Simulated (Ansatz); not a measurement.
HfGa₂:
```cif
data_Ga8Hf4
_chemical_formula_sum 'Hf4 Ga8'
_space_group_name_H-M_alt 'P 1'
_space_group_IT_number 1
_cell_length_a 13.01028
_cell_length_b 13.01028
_cell_length_c 13.01028
_cell_angle_alpha 162.181
_cell_angle_beta 162.181
_cell_angle_gamma 25.304
loop_
_space_group_symop_operation_xyz
  'x, y, z'
loop_
_atom_site_label
_atom_site_type_symbol
_atom_site_fract_x
_atom_site_fract_y
_atom_site_fract_z
_atom_site_occupancy
Hf1 Hf 0.32530 0.82530 0.50000 1
Hf2 Hf 0.57530 0.57530 0.00000 1
Hf3 Hf 0.42470 0.42470 0.00000 1
Hf4 Hf 0.17470 0.67470 0.50000 1
Ga1 Ga 0.50072 0.00072 0.50000 1
Ga2 Ga 0.75072 0.75072 0.00000 1
Ga3 Ga 0.24928 0.24928 0.00000 1
Ga4 Ga 0.99928 0.49928 0.50000 1
Ga5 Ga 0.66149 0.16149 0.50000 1
Ga6 Ga 0.91149 0.91149 0.00000 1
Ga7 Ga 0.08851 0.08851 0.00000 1
Ga8 Ga 0.83851 0.33851 0.50000 1
```

Relaxed with r²SCAN.

**Question.** Which orbitals make up the states near the Fermi level in r²SCAN (plane waves, PAW; program Ansatz)?

**Answer.** Within 0.5 eV of the Fermi level: Hf 5d 56 %, Ga 4p 31 %, Ga 4s 9 %. Projections are on Löwdin-orthogonalised atomic valence shells; empty p or d shells of many metals are not among them.

**Question.** Tabulate the density of states.

**Answer.** States/eV per cell of 12 atoms, in 0.25 eV bins, energy from the Fermi level.

| E (eV) | total | Hf 5d | Ga 4p | Ga 4s |
|---|---|---|---|---|
| -7.85 | 3.10 | 0.49 | 1.06 | 1.32 |
| -7.60 | 2.73 | 0.43 | 0.93 | 1.18 |
| -7.35 | 2.77 | 0.48 | 0.89 | 1.22 |
| -7.10 | 3.32 | 0.60 | 1.06 | 1.44 |
| -6.85 | 3.40 | 0.71 | 1.03 | 1.45 |
| -6.60 | 3.29 | 0.73 | 0.93 | 1.46 |
| -6.35 | 3.71 | 0.87 | 1.01 | 1.66 |
| -6.10 | 3.27 | 0.77 | 0.93 | 1.42 |
| -5.85 | 2.54 | 0.62 | 0.75 | 1.07 |
| -5.60 | 1.95 | 0.50 | 0.58 | 0.79 |
| -5.35 | 2.42 | 0.64 | 0.81 | 0.85 |
| -5.10 | 3.29 | 0.82 | 1.29 | 0.92 |
| -4.85 | 2.32 | 0.64 | 0.91 | 0.60 |
| -4.60 | 3.72 | 0.95 | 1.60 | 0.81 |
| -4.35 | 3.07 | 0.83 | 1.28 | 0.71 |
| -4.10 | 3.05 | 0.72 | 1.65 | 0.42 |
| -3.85 | 3.86 | 0.98 | 2.10 | 0.47 |
| -3.60 | 3.91 | 1.06 | 2.11 | 0.46 |
| -3.35 | 3.70 | 1.02 | 2.07 | 0.37 |
| -3.10 | 5.31 | 1.49 | 3.15 | 0.38 |
| -2.85 | 6.65 | 2.21 | 3.87 | 0.31 |
| -2.60 | 8.52 | 3.00 | 4.88 | 0.30 |
| -2.35 | 7.55 | 3.20 | 3.77 | 0.30 |
| -2.10 | 7.77 | 3.71 | 3.44 | 0.31 |
| -1.85 | 7.91 | 4.28 | 3.08 | 0.29 |
| -1.60 | 6.14 | 3.38 | 2.30 | 0.26 |
| -1.35 | 7.66 | 4.40 | 2.75 | 0.26 |
| -1.10 | 5.06 | 2.66 | 2.03 | 0.20 |
| -0.85 | 3.74 | 1.95 | 1.45 | 0.21 |
| -0.60 | 3.45 | 1.86 | 1.26 | 0.20 |
| -0.35 | 3.39 | 1.90 | 1.18 | 0.19 |
| -0.10 | 3.52 | 1.94 | 1.10 | 0.33 |
| 0.15 | 3.58 | 1.99 | 1.05 | 0.39 |
| 0.40 | 3.37 | 1.95 | 0.93 | 0.31 |
| 0.65 | 4.27 | 2.52 | 1.12 | 0.37 |
| 0.90 | 5.62 | 3.32 | 1.42 | 0.52 |
| 1.15 | 5.49 | 2.95 | 1.52 | 0.61 |
| 1.40 | 6.42 | 3.16 | 2.05 | 0.75 |
| 1.65 | 6.25 | 3.15 | 1.92 | 0.73 |
| 1.90 | 6.00 | 3.33 | 1.70 | 0.55 |
| 2.15 | 7.03 | 4.23 | 1.60 | 0.63 |
| 2.40 | 9.25 | 5.67 | 1.90 | 0.69 |
| 2.65 | 10.15 | 6.47 | 1.95 | 0.69 |
| 2.90 | 11.18 | 7.34 | 2.14 | 0.74 |
| 3.15 | 8.22 | 5.15 | 1.59 | 0.83 |
| 3.40 | 8.28 | 4.71 | 1.88 | 0.97 |
| 3.65 | 7.82 | 3.77 | 2.00 | 1.25 |
| 3.90 | 6.65 | 2.94 | 1.66 | 1.15 |
| 4.15 | 8.03 | 3.47 | 1.98 | 1.40 |
| 4.40 | 7.50 | 3.16 | 2.00 | 1.24 |
| 4.65 | 6.00 | 2.31 | 1.75 | 0.96 |

Space group I4_1/amd. The first step of the workflow began from a Materials Project structure, measured or hypothetical; the Crystallography Open Database files this formula in space group No. 141, but the cells were not matched. Whether it is the stable phase at ambient conditions was not checked. Symmetry was held in the r²SCAN relaxation; its stability against distortions is not shown here. No spin polarisation was allowed. Scalar-relativistic: spin–orbit coupling is off unless named, which matters more the heavier the elements.

Potentials: the later of the program's two PAW sets.
